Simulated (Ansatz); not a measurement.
BaTiO3 (cubic perovskite)

```
CELL_PARAMETERS angstrom
      3.99403     0.00000     0.00000
      0.00000     3.99403     0.00000
      0.00000     0.00000     3.99403
ATOMIC_POSITIONS crystal
  Ba 0.00000 0.00000 0.00000
  Ti 0.50000 0.50000 0.50000
  O  0.00000 0.50000 0.50000
  O  0.50000 0.50000 0.00000
  O  0.50000 0.00000 0.50000
```

In this cell atom 5 (O, nearest neighbour Ti at 1.997 Å; its periodic images, 4.0 Å or more away, move with it) is moved by s towards the nearest neighbour, unit vector (0.000, -1.000, 0.000); all other atoms and the cell stay fixed.

These are r2SCAN (plane waves to 500 eV, PAW, scalar-relativistic; Ansatz, a program for electronic structure) values and carry that method's errors. k mesh 7×7×7 (Γ-centred), Fermi-Dirac smearing 0.05 eV. Energies are smeared free energies. BaTiO3 is run without spin polarisation. BaTiO3 was relaxed with its symmetry unable to fall. This is a high-temperature form of BaTiO3. The zero of ΔE is the undisplaced structure.

```json
[
 {"s (Å)": "-0.200", "ΔE (meV/cell)": "134.8"},
 {"s (Å)": "-0.160", "ΔE (meV/cell)": "78.2"},
 {"s (Å)": "-0.120", "ΔE (meV/cell)": "40.4"},
 {"s (Å)": "-0.080", "ΔE (meV/cell)": "16.8"},
 {"s (Å)": "-0.040", "ΔE (meV/cell)": "4.0"},
 {"s (Å)": "0.000", "ΔE (meV/cell)": "0.0"},
 {"s (Å)": "0.040", "ΔE (meV/cell)": "4.0"},
 {"s (Å)": "0.080", "ΔE (meV/cell)": "16.8"},
 {"s (Å)": "0.120", "ΔE (meV/cell)": "40.4"},
 {"s (Å)": "0.160", "ΔE (meV/cell)": "78.2"},
 {"s (Å)": "0.200", "ΔE (meV/cell)": "134.8"}
]
```

What force constant k = d²E/ds² at s = 0 does the table give?

5.0 eV/Å². It is the second difference of the nearest points, corrected with the next pair.

With k = 4.96 eV/Å² from the forces, is the well harmonic out to s = 0.200 Å?

½ks² = 99.3 meV/cell against the computed 134.8 meV/cell, so the well is stiffer than harmonic there.

(A displaced cell: forces are minus the slopes of the energy, force constants its curvatures, and phonons follow from these.)
